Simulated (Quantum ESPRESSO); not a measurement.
# Ge2GaO5F: input and log of a self-consistent run

Computed values, not a measurement. The program is pw.x of Quantum ESPRESSO 7.5 (plane-wave density functional theory). The cell is made up: 9 atoms on a corundum lattice with one site empty, with randomly drawn elements, strain and displacements, not relaxed. PseudoDojo standard norm-conserving files (v0.5 for PBE, v0.4.1 for LDA and PBEsol) set the functional; there is no spin polarisation, spin-orbit coupling or dispersion term, and the masses in the input are unused placeholders.

Input:

```
&control calculation='scf', pseudo_dir='./dojo.nc.sr.pbe.v0_5.standard.upf', outdir='./o', disk_io='medium', tprnfor=.true., tstress=.true. /
&system ibrav=0, nat=9, ntyp=4, nbnd=45, ecutwfc=84.00895049, nosym=.true., tot_charge=0,
 occupations='smearing', smearing='fd', degauss=0.0018374661
/
&electrons conv_thr=7.350e-09, electron_maxstep=60, /
ATOMIC_SPECIES
F 1.0 F.upf
Ga 1.0 Ga.upf
Ge 1.0 Ge.upf
O 1.0 O.upf
CELL_PARAMETERS angstrom
2.4797 1.4316 4.4665
-2.4797 1.4316 4.4665
0.0 -2.8633 4.4665
ATOMIC_POSITIONS angstrom
Ge 0.0799 -0.0258 1.9967
Ge -0.01 -0.0051 8.6713
Ga 0.0291 0.0145 11.4581
O -0.9461 1.435 7.7713
O -0.7738 -1.528 7.7932
O 1.7317 0.0997 7.7988
O 0.9662 -1.4422 5.6302
F 0.749 1.5447 5.6449
O -1.7756 -0.0756 5.5606
K_POINTS automatic
5 5 5 1 1 1
```

The log is shortened where brackets say so; the opening notice, blank lines, dates and the lines on written files are dropped, and the path of the files is cut. It prints rydbergs, bohrs and kilobars, and counts compression as positive stress. With no partly filled state, the Fermi energy that it prints is only some level between the filled and the empty states on the mesh, and need not lie in the true gap.

```
     Program PWSCF v.7.5
     Parallel version (MPI & OpenMP), running on       1 processor cores
     Number of MPI processes:                 1
     Threads/MPI process:                     1
     [start-up lines left out]
     bravais-lattice index     =            0
     lattice parameter (alat)  =      10.0259  a.u.
     unit-cell volume          =     642.0164 (a.u.)^3
     number of atoms/cell      =            9
     number of atomic types    =            4
     number of electrons       =        78.00
     number of Kohn-Sham states=           45
     kinetic-energy cutoff     =      84.0090  Ry
     charge density cutoff     =     336.0358  Ry
     scf convergence threshold =      7.3E-09
     mixing beta               =       0.7000
     number of iterations used =            8  plain     mixing
     Exchange-correlation= PBE
                           (   1   4   3   4   0   0   0)
     [axes and pseudopotential details left out]
   Cartesian axes
     site n.     atom                  positions (alat units)
         1        Ge     tau(   1) = (   0.0150599  -0.0048629   0.3763474  )
         2        Ge     tau(   2) = (  -0.0018848  -0.0009613   1.6344075  )
         3        Ga     tau(   3) = (   0.0054849   0.0027330   2.1596767  )
         4        O      tau(   4) = (  -0.1783254   0.2704756   1.4647712  )
         5        O      tau(   5) = (  -0.1458495  -0.2880046   1.4688991  )
         6        O      tau(   6) = (   0.3263990   0.0187919   1.4699546  )
         7        O      tau(   7) = (   0.1821139  -0.2718327   1.0612066  )
         8        F      tau(   8) = (   0.1411750   0.2911523   1.0639773  )
         9        O      tau(   9) = (  -0.3346735  -0.0142494   1.0480881  )
     number of k points=    63  Fermi-Dirac smearing, width (Ry)=  0.0018
                       cart. coord. in units 2pi/alat
        k(    1) = (   0.0000000   0.0000000   0.1187836), wk =   0.0320000
        k(    2) = (   0.0000000  -0.2470591   0.1979708), wk =   0.0320000
     [further k points left out]
     Dense  grid:    66805 G-vectors     FFT dimensions: (  60,  60,  60)
     Estimated max dynamical RAM per process >     100.55 MB
     Initial potential from superposition of free atoms
     starting charge      77.9957, renormalised to      78.0000
     Starting wfcs are   51 randomized atomic wfcs
     total cpu time spent up to now is       10.4 secs
     per-process dynamical memory:    60.6 Mb
     Self-consistent Calculation
     iteration #  1     ecut=    84.01 Ry     beta= 0.70
     Davidson diagonalization with overlap
     ethr =  1.00E-02,  avg # of iterations =  2.1
     total cpu time spent up to now is       32.5 secs
     total energy              =    -724.02061163 Ry
     estimated scf accuracy    <       1.99300320 Ry
     iteration #  2     ecut=    84.01 Ry     beta= 0.70
     Davidson diagonalization with overlap
     ethr =  2.56E-03,  avg # of iterations =  2.2
     total cpu time spent up to now is       54.2 secs
     total energy              =    -724.50266746 Ry
     estimated scf accuracy    <       2.29569225 Ry
     iteration #  3     ecut=    84.01 Ry     beta= 0.70
     Davidson diagonalization with overlap
     ethr =  2.56E-03,  avg # of iterations =  2.0
     total cpu time spent up to now is       74.4 secs
     total energy              =    -724.93177988 Ry
     estimated scf accuracy    <       0.07433256 Ry
     iteration #  4     ecut=    84.01 Ry     beta= 0.70
     Davidson diagonalization with overlap
     ethr =  9.53E-05,  avg # of iterations =  2.8
     total cpu time spent up to now is       93.1 secs
     total energy              =    -724.95103271 Ry
     estimated scf accuracy    <       0.00618094 Ry
     iteration #  5     ecut=    84.01 Ry     beta= 0.70
     Davidson diagonalization with overlap
     ethr =  7.92E-06,  avg # of iterations =  6.7
     total cpu time spent up to now is      114.6 secs
     total energy              =    -724.95148264 Ry
     estimated scf accuracy    <       0.00398506 Ry
     [iterations 6 to 8 left out]
     iteration #  9     ecut=    84.01 Ry     beta= 0.70
     Davidson diagonalization with overlap
     ethr =  1.45E-08,  avg # of iterations =  2.0
     total cpu time spent up to now is      190.2 secs
     total energy              =    -724.95209949 Ry
     estimated scf accuracy    <       0.00000075 Ry
     iteration # 10     ecut=    84.01 Ry     beta= 0.70
     Davidson diagonalization with overlap
     ethr =  9.66E-10,  avg # of iterations =  2.2
     total cpu time spent up to now is      210.0 secs
     total energy              =    -724.95209958 Ry
     estimated scf accuracy    <       0.00000038 Ry
     iteration # 11     ecut=    84.01 Ry     beta= 0.70
     Davidson diagonalization with overlap
     ethr =  4.81E-10,  avg # of iterations =  2.0
     total cpu time spent up to now is      226.9 secs
     total energy              =    -724.95209959 Ry
     estimated scf accuracy    <       0.00000006 Ry
     iteration # 12     ecut=    84.01 Ry     beta= 0.70
     Davidson diagonalization with overlap
     ethr =  7.83E-11,  avg # of iterations =  2.0
     total cpu time spent up to now is      248.5 secs
     total energy              =    -724.95209962 Ry
     estimated scf accuracy    <       0.00000002 Ry
     iteration # 13     ecut=    84.01 Ry     beta= 0.70
     Davidson diagonalization with overlap
     ethr =  2.02E-11,  avg # of iterations =  2.0
     total cpu time spent up to now is      265.1 secs
     End of self-consistent calculation
          k = 0.0000 0.0000 0.1188 (  8386 PWs)   bands (ev):
   -16.4758 -16.1112 -16.0768 -16.0612 -16.0424 -15.9891 -15.9752 -15.9123
   -15.8975 -15.8513 -15.3165 -10.5849  -8.9031  -8.7301  -8.4442  -7.9315
    -4.6887  -4.6522  -4.6026  -4.4126  -4.2850  -1.2677   1.2376   1.6881
     2.3570   3.1338   3.2064   3.8469   4.2624   5.0016   5.4138   6.2023
     6.5580   6.8125   7.5089   7.5726   7.7872   7.9812   8.1958   9.7994
    13.6324  15.0498  15.6555  16.4260  16.6303
     [levels at the other k points left out]
     the Fermi energy is     8.8089 ev
!    total energy              =    -724.95209962 Ry
     estimated scf accuracy    <          1.2E-09 Ry
     smearing contrib. (-TS)   =      -0.00000000 Ry
     internal energy E=F+TS    =    -724.95209962 Ry
     The total energy is F=E-TS. E is the sum of the following terms:
     one-electron contribution =    -275.65056316 Ry
     hartree contribution      =     198.71669333 Ry
     xc contribution           =    -182.37664524 Ry
     ewald contribution        =    -465.64158454 Ry
     convergence has been achieved in  13 iterations
     Forces acting on atoms (cartesian axes, Ry/au):
     atom    1 type  3   force =     0.04879080    0.00938065    0.06231732
     atom    2 type  3   force =    -0.04194974    0.06493694   -0.04771660
     atom    3 type  2   force =    -0.04061155    0.03513899    0.02470799
     atom    4 type  4   force =     0.02498266   -0.03768289   -0.00220339
     atom    5 type  4   force =     0.04338466    0.01145207   -0.01037730
     atom    6 type  4   force =    -0.05986580    0.01206897    0.01382712
     atom    7 type  4   force =     0.02509252   -0.05429241   -0.01414448
     atom    8 type  1   force =     0.03253588   -0.00897591   -0.02555391
     atom    9 type  4   force =    -0.03235941   -0.03202642   -0.00085675
     Total force =     0.183940     Total SCF correction =     0.000060
     Computing stress (Cartesian axis) and pressure
          total   stress  (Ry/bohr**3)                   (kbar)     P=      -29.14
  -0.00019241  -0.00034370   0.00031899          -28.31      -50.56       46.92
  -0.00034370  -0.00030609  -0.00006895          -50.56      -45.03      -10.14
   0.00031899  -0.00006895  -0.00009576           46.92      -10.14      -14.09
     init_run     :      9.82s CPU     10.33s WALL (       1 calls)
     electrons    :    249.27s CPU    254.72s WALL (       1 calls)
     forces       :      2.82s CPU      2.85s WALL (       1 calls)
     stress       :     10.10s CPU     10.15s WALL (       1 calls)
     [timing details left out]
     PWSCF        :   4m32.10s CPU   4m38.23s WALL
     JOB DONE.
```

In other units: free energy -9863.476 eV for the cell, pressure -2.91 GPa, largest force component 1.670 eV/Å. A rerun of this cell at 1437 eV and a 7 x 7 x 7 mesh moved values by no more than 0.003 eV in energy, 0.04 GPa in stress and 0.002 eV/Å in force.